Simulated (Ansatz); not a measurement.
Pt:
```
Pt
1.0
    2.72687     0.00000     0.00000
   -1.36344     2.36154     0.00000
    0.00000     0.00000     4.69966
Pt
2
Direct
  0.66667   0.33333   0.75000
  0.33333   0.66667   0.25000
```

Relaxed with PBEsol. Special points in fractions of this cell's reciprocal vectors: Γ (0.000, 0.000, 0.000); M (0.500, 0.000, 0.000); K (0.333, 0.333, 0.000); A (0.000, 0.000, 0.500); L (0.500, 0.000, 0.500); H (0.333, 0.333, 0.500).

Q: List the band energies nearest the Fermi level at these points for DFT-PBEsol with spin–orbit coupling in the program Ansatz with PAW potentials.

A: In eV from the Fermi level; about four levels below and three above (degenerate sets whole), none deeper than 8.9 eV; points with the same levels are listed once.

| k | below | above |
|---|---|---|
| Γ | -1.20 -1.20 -0.74 -0.74 | 0.06 0.06 4.99 4.99 |
| M | -2.90 -2.90 -0.23 -0.23 | 0.23 0.23 0.54 0.54 |
| K | -0.74 -0.74 -0.60 -0.60 | 4.34 4.34 4.37 4.37 |
| A | -0.63 -0.63 -0.63 -0.63 | 12.07 12.07 12.07 12.07 |
| L | -1.09 -1.09 -1.09 -1.09 | 0.35 0.35 0.35 0.35 |
| H | -0.36 -0.36 -0.16 -0.16 | 6.32 6.32 6.57 6.57 |

Space group P6_3/mmc (hcp (Mg type)). The first step of the workflow began from a Materials Project structure, measured or hypothetical; the Crystallography Open Database copy checked does not list it. It is not the phase usual at ambient conditions (space group No. 225). The PBEsol relaxation kept the symmetry of its start; of distortions, only those at the zone centre were tested. No spin polarisation was allowed.

Potentials: the later of the program's two PAW sets.
